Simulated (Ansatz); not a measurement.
InP:
```yaml
crystal:
  lattice:
    - [4.12145, 0.00000, 0.00000]
    - [-2.06073, 3.56928, 0.00000]
    - [0.00000, 0.00000, 9.24918]
  atoms:
    - { symbol: In, position: [0.00000, 0.49982, 0.66667] }
    - { symbol: In, position: [0.50018, 0.50018, 0.00000] }
    - { symbol: In, position: [0.49982, 0.00000, 0.33333] }
    - { symbol: P, position: [0.00000, 0.49990, 0.16667] }
    - { symbol: P, position: [0.50010, 0.50010, 0.50000] }
    - { symbol: P, position: [0.49990, 0.00000, 0.83333] }
```

Relaxed with PBEsol. Special points in fractions of this cell's reciprocal vectors: Γ (0.000, 0.000, 0.000); M (0.500, 0.000, 0.000); K (0.333, 0.333, 0.000); A (0.000, 0.000, 0.500); L (0.500, 0.000, 0.500); H (0.333, 0.333, 0.500).

Q: List the band energies nearest the Fermi level at these points for DFT-PBEsol in the program Ansatz with PAW potentials.

A: In eV from the Fermi level; about four levels below and three above (degenerate sets whole), none deeper than 8.9 eV; points with the same levels are listed once.

```
k                          below                above
-  -----------------------------  -------------------
Γ  -0.60 -0.60 -0.38 -0.05 -0.01  1.93 1.93 3.79 3.79
M        -2.16 -1.72 -1.51 -1.34       0.91 1.10 1.86
K  -3.15 -3.15 -2.12 -1.49 -1.49       0.54 2.29 2.29
A        -0.59 -0.50 -0.50 -0.17       1.67 1.67 1.78
L        -1.96 -1.93 -1.80 -1.55       1.01 1.70 2.39
H        -3.33 -3.33 -1.88 -1.20       2.36 2.54 2.54
```

Space group P6_422. The start of the workflow was typed in or built on a structure type; neither database checked (COD, Materials Project) lists it. It is not the phase usual at ambient conditions (space group No. 216). The cell was relaxed with PBEsol under the symmetry of its start; its stability against distortions is not shown here. Point labels and valley counts follow the cell and symmetry of the run, lower than the named group. The Fermi level of a semimetal is unsure by some 0.05 eV on such meshes. Scalar-relativistic: spin–orbit coupling is off unless named, which matters more the heavier the elements.

Potentials: the earlier of the program's two PAW sets. The files were generated under PBE; for other functionals the program regenerates the frozen cores, and for LDA and PBEsol the local potential too.
